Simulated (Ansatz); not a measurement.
Two states of GdTl3

```
CELL_PARAMETERS angstrom
4.54772 -0.00070 -0.00110
-0.00070 4.54740 -0.00048
-0.00110 -0.00048 4.54765
ATOMIC_POSITIONS crystal
Gd 0.00536 0.07310 0.98091
Tl 0.92988 0.44577 0.48163
Tl 0.42514 0.98512 0.43943
Tl 0.50433 0.41943 0.00221
```

Single point in Ansatz 0.2.0 with r2SCAN. Cutoff 500 eV, PAW datasets, 4×4×4 (shifted by 0.5, 0.5, 0.5 steps) k mesh, fermi-dirac filling (width 0.0418 eV).

State A: no moments (no spin polarisation). State B: Gd1 up (collinear spin).

Compare the two self-consistent states.

State B is lower by 1916.9 meV an atom at zero smearing; in free energy at this smearing B lies -1916.3 meV an atom from A.

| state | free energy (meV/atom) | largest moment in a small sphere (μB) | net moment (μB/cell) | gap on mesh (eV) | pressure (GPa) | largest force (eV/Å) |
| --- | --- | --- | --- | --- | --- | --- |
| A | 1916.3 | 0.00 | 0.00 | metal | 19.7 | 4.39 |
| B | 0.0 | 7.05 | 7.18 | metal | 20.2 | 4.33 |

Origin: a strained cell with displaced atoms, so it need not be a known compound. Caveats: the k mesh is coarse if the cell is a metal; atoms or cell far from equilibrium; f shells without a U or exact exchange are poorly placed; open f shell without moments.
